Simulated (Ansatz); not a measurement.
WS2:
```xyz
6
Lattice="3.1271 0.0000 0.0000 -1.5636 2.7082 0.0000 0.0000 0.0000 12.1576" Properties=species:S:1:pos:R:3 pbc="T T T"
W      0.0000     1.8054     3.0394
W      1.5636     0.9027     9.1182
S      0.0000     1.8054     7.5562
S      1.5636     0.9027     4.6014
S      1.5636     0.9027     1.4774
S      0.0000     1.8054    10.6803
```

Relaxed with LDA. Special points in fractions of this cell's reciprocal vectors: Γ (0.000, 0.000, 0.000); M (0.500, 0.000, 0.000); K (0.333, 0.333, 0.000); A (0.000, 0.000, 0.500); L (0.500, 0.000, 0.500); H (0.333, 0.333, 0.500).

Task: List the band energies nearest the valence-band maximum at these points for LDA in the plane-wave PAW code Ansatz.

Result: In eV from the valence-band maximum; about four levels below and three above (degenerate sets whole), none deeper than 8.9 eV; points with the same levels are listed once.

| k | below | above |
|---|---|---|
| Γ | -2.25 -2.25 -1.45 -1.40 0.00 | 2.31 2.31 2.32 2.32 |
| M | -1.98 -1.79 -1.74 -1.59 | 2.32 2.37 2.54 |
| K | -2.95 -2.95 -0.86 -0.61 | 1.27 1.27 1.83 |
| A | -2.28 -2.28 -2.28 -2.28 -0.33 -0.33 | 2.30 2.30 2.30 2.30 |
| L | -1.86 -1.86 -1.68 -1.68 | 2.34 2.34 2.77 2.77 |
| H | -3.17 -3.17 -0.75 -0.75 | 1.27 1.27 2.44 2.44 |

Space group P6_3/mmc. Symmetry was held in the LDA relaxation. No spin polarisation was allowed. A crystal of weakly bound layers computed without a dispersion correction: the cell and the soft elastic constants depend strongly on that. Spin–orbit coupling is left out wherever it is not named.

Potentials: the earlier of the program's two PAW sets. The files were generated under PBE; for other functionals the program regenerates the frozen cores, and for LDA and PBEsol the local potential too.
